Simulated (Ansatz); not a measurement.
Input:

AlBO3:
Space group R-3c, hexagonal axes (No. 167); a = 4.4647 Å, b = 4.4647 Å, c = 13.7515 Å, α = 90.00°, β = 90.00°, γ = 120.00°

```tsv
atom	site	symmetry	x	y	z
Al	6b	-3.	0.0000	0.0000	0.0000
B	6a	32	0.0000	0.0000	0.2500
O	18e	.2	0.3085	0.3085	0.7500
```
(The calculation used a cell of 10 atoms; values per cell refer to that cell.)

This is the r²SCAN-relaxed structure.

Problem. All from r²SCAN (plane waves, PAW; program Ansatz), unless another level is named. Give the vibrational entropy at 300 K.

Solution. 9.2 J/(K·mol of atoms).

Problem. And the zero-point energy?

Solution. 114.6 meV/atom.

Problem. What about the Young's modulus?

Solution. 375 GPa.

The first step of the workflow began from a Materials Project structure, measured or hypothetical; the Crystallography Open Database files this formula in space group No. 167, but the cells were not matched. Whether it is the stable phase at ambient conditions was not checked. The cell was relaxed with r²SCAN under the symmetry of its start; its stability against distortions is not shown here.

Potentials: the later of the program's two PAW sets.
